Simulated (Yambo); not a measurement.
**K₂PtBr₄: lowest vertical excitons**

```
CELL_PARAMETERS angstrom
      7.40551     0.00000     0.00000
      0.00000     7.40551     0.00000
      0.00000     0.00000     4.36523
ATOMIC_POSITIONS crystal
  K  0.00000 0.50000 0.50000
  K  0.50000 0.00000 0.50000
  Br 0.76573 0.76573 0.00000
  Br 0.23427 0.23427 0.00000
  Br 0.23427 0.76573 0.00000
  Br 0.76573 0.23427 0.00000
  Pt 0.00000 0.00000 0.00000
```

The geometry is that of Materials Project entry mp-27243, symmetrised and not relaxed again.

BSE in Yambo on PBEsol (pw.x of Quantum ESPRESSO, ONCV potentials, without SOC) bands: 4×4×4 mesh, 16 valence and 8 conduction bands, static screening with 121 bands and a 3 Ry block, scissor 2.20 eV, Tamm-Dancoff; field along x.

```csv
state,energy (eV),states within 2 meV,relative strength,class,main transitions
1,1.90,1,< 0.01,dark,VB−2 → CB (70 %)
2,1.96,2,0.01,dark,several band pairs
3,2.21,1,0.01,dark,several band pairs
4,3.15,2,< 0.01,dark,several band pairs
5,3.32,2,1.00,dark,several band pairs
6,3.33,1,< 0.01,dark,VB−2 → CB (92 %)
```

These are vertical excitations (zero momentum). The direct quasiparticle gap on this mesh is 3.62 eV; counted from there, state 1 is bound by 1.71 eV. Convergence with the mesh was not shown.

Spin singlets only. Strengths are relative to the strongest of the lowest states of this run; strong means a line over 3 % of the spectrum's maximum, dark under 0.03 %. Absolute energies carry the error of the G0W0 scissor, whose convergence isn't established; the long-wavelength screening was taken along (1,1,1) although the crystal is anisotropic.

Spin-orbit coupling is left out, which matters for elements this heavy: edges can move by tenths of an eV.

The structure is a Materials Project entry; no match was found in the copy of COD used, and its stability was not checked.
